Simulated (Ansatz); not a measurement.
## Property card for TaC

TaC:
```
TaC
1.0
   -1.47510     1.47510     5.31455
    1.47510    -1.47510     5.31455
    1.47510     1.47510    -5.31455
Ta C
2 2
Direct
  0.00440   0.00440   0.00000
  0.75440   0.25440   0.50000
  0.41160   0.41160   0.00000
  0.16160   0.66160   0.50000
```

Space group I4_1md (No. 109); conventional cell a = b = 2.9502 Å, c = 10.6291 Å, α = β = γ = 90.00°.

Method: the program Ansatz at the PBE level (PAW). Geometry: relaxed at this level of theory. Other levels are named where they apply.

### Cell and energy

```json
{
 "volume_per_atom": "11.56 Å³",
 "density": "13.85 g/cm³",
 "Formation energy from the elements (no fitted shifts)": "-217 meV/atom"
}
```

### Electronic structure

```json
{
 "electronic_character": "metallic (no gap)",
 "Density of states at the Fermi level": "0.32 states/eV per atom (mean over ±0.08 eV)"
}
```

### Mechanics

```json
{
 "Bulk modulus (Birch–Murnaghan fit)": "296 GPa",
 "Pressure derivative B′": "4.1"
}
```

A made-up cell: these elements were put on the sites of a structure type; neither database checked (COD, Materials Project) lists it. It is not the phase usual at ambient conditions (space group No. 225). The PBE relaxation kept the symmetry of its start; whether a distortion lowers the energy is not shown. The run is not spin-polarised. The references are the lowest solids computed at this level, not always the standard phases. Scalar-relativistic: spin–orbit coupling is off unless named, which matters more the heavier the elements.

Potentials: the later of the program's two PAW sets.
